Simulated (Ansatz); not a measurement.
Here is the system:

Pd:
```cif
data_Pd
_chemical_formula_sum 'Pd1'
_space_group_name_H-M_alt 'P 1'
_space_group_IT_number 1
_cell_length_a 2.59001
_cell_length_b 2.59001
_cell_length_c 2.59001
_cell_angle_alpha 90.000
_cell_angle_beta 90.000
_cell_angle_gamma 90.000
loop_
_space_group_symop_operation_xyz
  'x, y, z'
loop_
_atom_site_label
_atom_site_type_symbol
_atom_site_fract_x
_atom_site_fract_y
_atom_site_fract_z
_atom_site_occupancy
Pd1 Pd 0.00000 0.00000 0.00000 1
```

This is the r²SCAN-relaxed structure.

Q: All from DFT-r²SCAN in the program Ansatz with PAW potentials, unless another level is named. Estimate the density of states at the Fermi level.

A: 1.3 states/eV per atom (mean over ±0.08 eV).

Q: Give the gap with spin–orbit coupling.

A: none (metallic).

Space group Pm-3m (simple cubic). The cell is a constructed one: a structure type filled with these elements; neither database checked (COD, Materials Project) lists it. It is not the phase usual at ambient conditions (space group No. 225). Symmetry was held in the r²SCAN relaxation. At this level the phase is mechanically unstable. No spin polarisation was allowed. Spin–orbit coupling is left out wherever it is not named.

Potentials: the earlier of the program's two PAW sets.
